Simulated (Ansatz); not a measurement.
# TiO2 with Sb replacing Ti, one structure, two calculations

Cell: a supercell of TiO2 (rutile type, P4_2/mnm) built from an entry of the Crystallography Open Database (COD), with the ions relaxed around the defect (PBE).

```cif
data_Ti11SbO24
_symmetry_space_group_name_H-M 'Pmmm'
_symmetry_Int_Tables_number 47
_cell_length_a 6.4944
_cell_length_b 6.4944
_cell_length_c 8.8722
_cell_angle_alpha 90.000
_cell_angle_beta 90.000
_cell_angle_gamma 90.000
loop_
_atom_site_label
_atom_site_type_symbol
_atom_site_symmetry_multiplicity
_atom_site_Wyckoff_symbol
_atom_site_fract_x
_atom_site_fract_y
_atom_site_fract_z
Sb Sb 1 a 0.0000 0.0000 0.0000
Ti2 Ti 2 q 0.0000 0.0000 0.3399
Ti4 Ti 1 f 0.5000 0.5000 0.0000
Ti5 Ti 2 t 0.5000 0.5000 0.3333
Ti7 Ti 2 s 0.5000 0.0000 0.1721
Ti8 Ti 1 d 0.5000 0.0000 0.5000
Ti10 Ti 2 r 0.0000 0.5000 0.1670
Ti11 Ti 1 g 0.0000 0.5000 0.5000
O13 O 2 i 0.3056 0.0000 0.0000
O14 O 4 w 0.3034 0.0000 0.3334
O16 O 2 k 0.8054 0.5000 0.0000
O17 O 4 x 0.8050 0.5000 0.3341
O19 O 4 v 0.5000 0.3036 0.1668
O20 O 2 p 0.5000 0.3032 0.5000
O22 O 4 u 0.0000 0.8027 0.1698
O23 O 2 n 0.0000 0.8054 0.5000
```

One atom of each set is listed.

First run. Method: Kohn–Sham DFT in Ansatz, PBE, plane waves and PAW, scalar-relativistic, 420 eV cutoff, Γ-centred 3×3×2 k-points, Fermi–Dirac smearing 0.01 eV, cell charge +1.

```csv
site,V_zz (10²¹ V/m²),η
Sb,-2.72,0.23
Ti2,-2.30,0.00
Ti7,-1.41,0.64
Ti8,-1.21,0.92
Ti10,-2.11,0.04
Ti11,3.20,0.94
O13,8.48,0.53
O14,-2.70,0.94
O16,2.12,0.63
O17,2.18,0.79
O19,2.35,0.92
O20,2.32,0.98
O22,7.21,0.76
O23,2.62,0.83
```

Second run. The same atoms and settings, except that the functional is r2SCAN and the cutoff is 500 eV.

Question: Given the first result, estimate the second.

Answer: 

```csv
site,V_zz,η,change of V_zz
Sb,-3.04,0.25,-0.32
Ti2,-2.27,0.06,+0.03
Ti7,-1.49,0.58,-0.08
Ti8,-1.29,0.82,-0.08
Ti10,-2.18,0.06,-0.07
Ti11,3.18,0.98,-0.02
O13,8.49,0.58,+0.01
O14,-2.97,0.83,-0.27
O16,2.21,0.81,+0.09
O17,2.28,0.96,+0.10
O19,-2.54,0.94,–
O20,-2.57,0.90,–
O22,7.28,0.80,+0.07
O23,2.68,0.96,+0.06
```

The largest change of V_zz along a kept axis is on Sb, from -2.72 to -3.04. In per cent, |V_zz| changes by +12 on Sb, -1 to +6 on Ti, 0 to +10 on O (all sites that start above 0.5, bar those whose gradient vanishes or changes sign or whose main axis turns by over 40°). Where |V_zz| stays above 0.1 and the axes keep their order, η moves most on O16, from 0.63 to 0.81. On O19, O20 the largest principal value lies along another axis in the second run, so the two V_zz can't be compared directly. The table leaves out 2 of the 16 sites, with |V_zz| up to 2.17; their tensors move by 0.05 at most along any direction. The statements above cover all sites.

The defect repeats with the cell of 36 atoms, so it feels its images: sites between two images don't show the values beside a lone defect, and zeros or small values of η there can come from the images' arrangement. O and Ti carry a gradient in the pure host already, so the values there aren't the defect's effect alone. The relaxation keeps the site symmetry mmm of the start, so the impurity can't leave its site; a start off the site could end lower. A uniform background compensates the cell's charge. Without spin–orbit coupling (the program notes it for Sb) the gradients are little affected as a rule: paired runs on crystals with a gap mostly move them by under 2 % at such atoms. With these PAW files V_zz is typically within 2 to 3 % of all-electron values, but misses above 10 % occur on Sb.
For the first run: The cell keeps the host's lattice, where the PBE pressure is 9 GPa (in a charged cell this depends on the convention for the mean potential).
